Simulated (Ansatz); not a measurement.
# C: computed property card

C:
```cif
data_C3
_chemical_formula_sum 'C3'
_space_group_name_H-M_alt 'P6222'
_space_group_IT_number 180
_space_group_name_Hall 'P 62 2 (0 0 4)'
_cell_length_a 2.60552
_cell_length_b 2.60552
_cell_length_c 2.80077
_cell_angle_alpha 90.000
_cell_angle_beta 90.000
_cell_angle_gamma 120.000
loop_
_atom_site_label
_atom_site_type_symbol
_atom_site_symmetry_multiplicity
_atom_site_Wyckoff_symbol
_atom_site_fract_x
_atom_site_fract_y
_atom_site_fract_z
_atom_site_occupancy
C1 C 3 c 0.50000 0.00000 0.00000 1
```

Space group P6_222 (No. 180); conventional cell a = 2.606 Å, b = 2.606 Å, c = 2.801 Å, α = 90.00°, β = 90.00°, γ = 120.00°.

Method: plane-wave PAW PBE (Ansatz code). The cell and atoms are relaxed at this level. Other levels are named where they apply.

**Cell and energy**

```json
{
 "volume_per_atom": "5.49 Å³",
 "density": "3.63 g/cm³"
}
```

**Electronic structure**

```json
{
  "band_gap": "1.94 eV (indirect)",
  "valence_band_maximum": "at A",
  "conduction_band_minimum": "at M (3 equivalent valleys)",
  "smallest_direct_gap_on_the_standard_path": "4.58 eV",
  "electron_effective_mass": "0.25, 0.36, 0.42 mₑ (principal values)",
  "hole_effective_mass": "0.48, 0.53, 0.53 mₑ (principal values)"
}
```

**Mechanics**

```json
{
  "Bulk modulus (Birch–Murnaghan fit)": "4260 kbar",
  "Pressure derivative B′": "3.9"
}
```

The start of the workflow was typed in or built on a structure type; neither database checked (COD, Materials Project) lists it. It is not the phase usual at ambient conditions (space group No. 194, 227). The cell was relaxed with PBE under the symmetry of its start; whether a distortion lowers the energy is not shown.

Potentials: the earlier of the program's two PAW sets.
